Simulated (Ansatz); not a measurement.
Structure: In₃GaAs₄, ordered on the zincblende lattice (Amm2) with 8 atoms a cell, at its r2SCAN minimum. It is orthorhombic, Amm2 (No. 38); a = 4.244 Å, b = 8.489 Å, c = 12.008 Å in the conventional setting, 27.03 Å³ an atom. Around Ga lie 4 As at 2.49–2.54 Å; around In lie 4 As at 2.61–2.66 Å; around In lie 4 As at 2.60–2.63 Å; around As lie 2 Ga at 2.54 Å and 2 In at 2.66 Å; around As lie 1 Ga at 2.49 Å and 3 In at 2.63–2.64 Å; around As lie 4 In at 2.60–2.61 Å.

```cif
data_structure
_symmetry_space_group_name_H-M 'Amm2'
_symmetry_Int_Tables_number 38
_cell_length_a 4.2435
_cell_length_b 8.4887
_cell_length_c 12.0082
_cell_angle_alpha 90.000
_cell_angle_beta 90.000
_cell_angle_gamma 90.000
_cell_volume 432.56
loop_
_atom_site_label
_atom_site_type_symbol
_atom_site_symmetry_multiplicity
_atom_site_Wyckoff_symbol
_atom_site_fract_x
_atom_site_fract_y
_atom_site_fract_z
_atom_site_occupancy
Ga1 Ga 2 a 0.00000 0.50000 0.49978 1
In1 In 4 e 0.50000 0.25072 0.75009 1
In2 In 2 a 0.00000 0.50000 0.99933 1
As1 As 2 b 0.50000 0.50000 0.61548 1
As2 As 4 d 0.00000 0.23963 0.88014 1
As3 As 2 b 0.50000 0.50000 0.12495 1
```

The questions ask for values computed with Ansatz on this geometry. Note: simulated data, non-magnetic, for a generated structure that need not be the stable one.

Given (6×4×4 mesh): With PBE the valence top at Σ₀–Γ (0.90 of the way from Σ₀) and the conduction bottom at Γ reach the same energy, so the least gap is zero; the least direct gap is 0.05 eV.

(1) What does PBE+SOC give for the gap (6×4×4 mesh)?

(2) How does the gap change from PBE to r2SCAN (6×4×4)?

(3) Estimate the gap with HSE06 on 4×2×2.

(4) Roughly how does the cost of the HSE06 run (4×2×2) compare with r2SCAN's (6×4×4)?

## Answers

(1) With PBE+SOC the valence top lies at Σ₀–Γ (0.90 of the way from Σ₀) and the conduction bottom at Γ, 0.02 eV higher; the smallest vertical gap, at Γ, is 0.04 eV. (With 0.02 eV of smearing so small a gap leaves both edges partly filled, and it could close between the points sampled.) Least and direct gap differ so little that the kind isn't settled.

(2) With r2SCAN the gap is 0.05 eV and direct, at Γ. (With 0.02 eV of smearing so small a gap leaves both edges partly filled, and it could close between the points sampled.)

(3) With HSE06 the gap is 0.38 eV and direct, at Γ.

(4) About 5 times as much (10 core-minutes against 120 core-seconds, on 4 threads of Arm Neoverse V2 (shared host)).

Only the levels marked +SOC include spin-orbit coupling.

The meshes of the hybrids are coarse, so their gaps aren't converged to the digits shown.

Small gaps with spin-orbit coupling can be splittings of inverted bands, not the fundamental gap; semilocal functionals often invert bands that the real crystal keeps in order.

Gaps under 0.1 eV (PBE+SOC, r2SCAN) can't be told from a closed one: the bands may be in normal order or already inverted, which a gap's size doesn't show.
